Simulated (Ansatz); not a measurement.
## VP2 in the CdI2-type structure

Level of theory: DFT, PBEsol, scalar-relativistic, collinear spin; plane waves to 420 eV with PAW datasets (Ansatz 0.2.0), Γ-centred 12×12×6 mesh, 0.05 eV Gaussian smearing; PAW files: Ansatz's generated set soft_2.

```cif
data_structure
_symmetry_space_group_name_H-M 'P 1'
_symmetry_Int_Tables_number 1
_cell_length_a 2.9575
_cell_length_b 2.9575
_cell_length_c 5.1695
_cell_angle_alpha 90.000
_cell_angle_beta 90.000
_cell_angle_gamma 120.000
_cell_volume 39.16
loop_
_atom_site_label
_atom_site_type_symbol
_atom_site_fract_x
_atom_site_fract_y
_atom_site_fract_z
_atom_site_occupancy
V1 V 0.00000 0.00000 0.00000 1
P1 P 0.33333 0.66667 0.31877 1
P2 P 0.66667 0.33333 0.68123 1
```

The start was a prototype's sites filled with these elements, not a measured cell.

Magnetic state: non-magnetic, site spin moments none.

The cell above was scaled in volume, and shape and atoms were relaxed at each volume within its symmetry. Energies are counted from the cell above.

| V (Å³/atom) | ΔE (meV/atom) | P (GPa) |
| --- | --- | --- |
| 12.53 | 9.6 | 6.1 |
| 12.79 | ? | ? |
| 13.05 | 0.0 | 0.0 |
| 13.31 | 2.2 | -2.6 |
| 13.57 | 8.2 | -4.7 |

Q: Fill in the withheld row.

A: ΔE (meV/atom): 2.3, P (GPa): 2.9.

Q: What do the points give for the equilibrium volume, the bulk modulus and its pressure derivative (third-order Birch–Murnaghan)?

A: V0 = 13.05 Å³/atom, B0 = 136 GPa, B0′ isn't fixed: the energies give 5.5, and a fit of the pressures differs by over 0.35.

B0·V0 = 136.0 GPa × 13.05 Å³ = 11.08 eV/atom sets the scale: near the minimum ΔE ≈ ½ B0 V0 x², with x = V/V0 − 1, and a pressure of 1.4 GPa squeezes the volume by about 1 %. At the ends of the curve: x = −4.0 % predicts 8.8 meV/atom and the run gives 9.6; x = +4.0 % predicts 8.9 meV/atom and the run gives 8.2. Compression costs more and expansion less than the parabola says, since the crystal stiffens as it shrinks; B0′ measures that.

The starting moments died out; a magnetic state reached from other starts isn't excluded. The run is a metal.
